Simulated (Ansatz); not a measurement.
All numbers below come from DFT PBE, scalar-relativistic, plane waves, PAW in Ansatz 0.2.0. All cells share a 420 eV cutoff and Γ-centred k meshes spaced at most about 0.3 Å⁻¹ (about 0.25 or finer for metals, 2π included). No spin polarisation in the final relaxations.

All energies are static (0 K, no zero-point motion).

Compare these two cells of K₂F, each relaxed at this level.

1.

```
CELL_PARAMETERS angstrom
5.24008 0.00000 0.00000
0.00000 5.24008 0.00000
0.00000 0.00000 4.51548
ATOMIC_POSITIONS crystal
K 0.50000 0.00000 0.50000
K 0.00000 0.50000 0.50000
F 0.00000 0.00000 0.50000
```

2.

```
CELL_PARAMETERS angstrom
0.00000 3.60851 3.60851
3.60851 0.00000 3.60851
3.60851 3.60851 0.00000
ATOMIC_POSITIONS crystal
K 0.25000 0.25000 0.25000
K 0.75000 0.75000 0.75000
F 0.50000 0.50000 0.50000
```

Question: Which form is favoured at zero pressure, and by what margin per atom?

Answer: Cell 1 is lower, by 181 meV/atom. Cell 1 has space group P4/mmm (No. 123), 41.3 Å³/atom and no gap on its mesh; cell 2 has the anti-fluorite type, space group Fm-3m (No. 225), 31.3 Å³/atom and no gap. Counting F atoms around K (those within 1.25 times the shortest such distance or 1.15 times the sum of covalent radii; the shortest distance is added where it is long for a bond), cell 1 has K 2 and cell 2 has K 4 from 3.1 Å. The lower one is the more open, so pressure narrows the difference. Both come from invented guesses.

In P4/mmm, Fm-3m an odd number of electrons in the primitive cell allows no gap without spin; a larger cell or a magnetic state could open one. Cells relaxed within their symmetry can be saddle points.
